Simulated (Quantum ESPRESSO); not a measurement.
BP: one setting swept

```xyz
2
Lattice="0.0000 2.2661 2.2661 2.2661 0.0000 2.2661 2.2661 2.2661 0.0000" Properties=species:S:1:pos:R:3 pbc="T T T"
B      0.0000     0.0000     0.0000
P      1.1330     1.1330     1.1330
```
Geometry: a computed entry of the Materials Project; it was not checked against measured cells. It is BP in F-43m. Stability against distortions was not tested.

Method: GIPAW with PBE in a modified build of Quantum ESPRESSO, on JTH PAW datasets; kept fixed: k-mesh 10×10×10 shifted. These are absolute shieldings with no macroscopic susceptibility term; δ = σ_ref − σ needs a reference computed alike. No d partial waves on P: the paramagnetic term there is incompletely reconstructed. The structure is static (0 K, no zero-point motion).

```json
[
 {"plane-wave cutoff (Ha)": "8", "σ_iso B (ppm)": "129.3", "σ_iso P (ppm)": "455.9", "f-sum rule missed by (%)": "0.10"},
 {"plane-wave cutoff (Ha)": "10", "σ_iso B (ppm)": "124.5", "σ_iso P (ppm)": "443.8", "f-sum rule missed by (%)": "0.09"},
 {"plane-wave cutoff (Ha)": "12", "σ_iso B (ppm)": "123.2", "σ_iso P (ppm)": "439.4", "f-sum rule missed by (%)": "0.05"},
 {"plane-wave cutoff (Ha)": "15", "σ_iso B (ppm)": "123.2", "σ_iso P (ppm)": "435.5", "f-sum rule missed by (%)": "0.04"},
 {"plane-wave cutoff (Ha)": "18", "σ_iso B (ppm)": "123.7", "σ_iso P (ppm)": "433.9", "f-sum rule missed by (%)": "0.02"},
 {"plane-wave cutoff (Ha)": "20", "σ_iso B (ppm)": "123.9", "σ_iso P (ppm)": "433.3", "f-sum rule missed by (%)": "0.01"},
 {"plane-wave cutoff (Ha)": "22", "σ_iso B (ppm)": "124.1", "σ_iso P (ppm)": "432.8", "f-sum rule missed by (%)": "0.00"},
 {"plane-wave cutoff (Ha)": "28", "σ_iso B (ppm)": "124.2", "σ_iso P (ppm)": "432.4", "f-sum rule missed by (%)": "0.00"},
 {"plane-wave cutoff (Ha)": "35", "σ_iso B (ppm)": "124.2", "σ_iso P (ppm)": "432.4", "f-sum rule missed by (%)": "0.00"},
 {"plane-wave cutoff (Ha)": "45", "σ_iso B (ppm)": "124.1", "σ_iso P (ppm)": "432.4", "f-sum rule missed by (%)": "0.00"}
]
```

Largest spread: σ_iso P (ppm) moves over 23.5 across the rows.
